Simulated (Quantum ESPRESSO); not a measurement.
# Strain and stress in Si6AsGa

Calculated results; nothing here was measured. They come from pw.x of Quantum ESPRESSO 7.5, a plane-wave density functional program, with PseudoDojo standard norm-conserving files (v0.5 for PBE, v0.4.1 for LDA and PBEsol). The cells are made up: elements, strain and atom displacements were drawn at random, and nothing was relaxed. There is no spin polarisation, spin-orbit coupling or dispersion term.

The cell has 8 sites of a zincblende or diamond lattice. Sites 1 to 4 hold Si Si Si Si; sites 5 to 8 hold As Ga Si Si. Cell vectors in Å: (5.666, -0.017, 0.036); (-0.017, 5.695, -0.071); (0.036, -0.071, 5.626). Settings: PBE, cutoff 1143 eV, 6 x 6 x 6 k mesh shifted by half a step, Fermi-Dirac smearing of 0.1 eV.

Each run adds a strain along z to one cell, with the atoms carried along; the vectors above are those of run 5. Stress is positive in tension and P is minus a third of its trace. E is the free energy for each atom above the lowest run shown.

| run | strain (%) | s_xx (GPa) | s_yy (GPa) | s_zz (GPa) | s_xy (GPa) | P (GPa) | E (meV/atom) |
| --- | --- | --- | --- | --- | --- | --- | --- |
| 1 | -2.35 | 2.72 | 3.26 | 0.00 | -0.07 | -2.00 | 0.00 |
| 2 | -2.11 | 2.83 | 3.36 | 0.27 | -0.07 | -2.15 | 0.05 |
| 3 | -0.89 | 3.32 | 3.83 | 1.64 | -0.09 | -2.93 | 1.70 |
| 4 | -0.13 | 3.60 | 4.10 | 2.47 | -0.10 | -3.39 | 3.89 |
| 6 | 0.52 | 3.82 | 4.31 | 3.17 | -0.11 | -3.77 | 6.48 |
| 7 | 1.90 | 4.24 | 4.70 | 4.62 | -0.12 | -4.52 | 14.09 |
| 5 | 0.12 | ? | ? | ? | ? | ? | ? |

A rerun of one of these cells at 1437 eV and k mesh 8 x 8 x 8 moved values by no more than 0.003 eV in the cell's energy, 0.02 GPa in stress and 0.003 eV/Å in force.

## Worked fit

A parabola through the six runs shown gives s_zz = 2.61 + 1.08 e - 0.013 e² GPa, with e in per cent and a scatter of 0.01 GPa. The slope is a stiffness of 108 ± 1 GPa for each unit of this strain at e = 0. The atoms are clamped, and relaxing them would in general lower it. The error is the larger of the fit's own and the change that a cubic makes, rounded up.

## Withheld run

Question: what s_zz should run 5 give?

The fit gives 2.74 GPa. The calculation gave 2.74 GPa.

| run | strain (%) | s_xx (GPa) | s_yy (GPa) | s_zz (GPa) | s_xy (GPa) | P (GPa) | E (meV/atom) |
| --- | --- | --- | --- | --- | --- | --- | --- |
| 5 | 0.12 | 3.68 | 4.18 | 2.74 | -0.10 | -3.53 | 4.81 |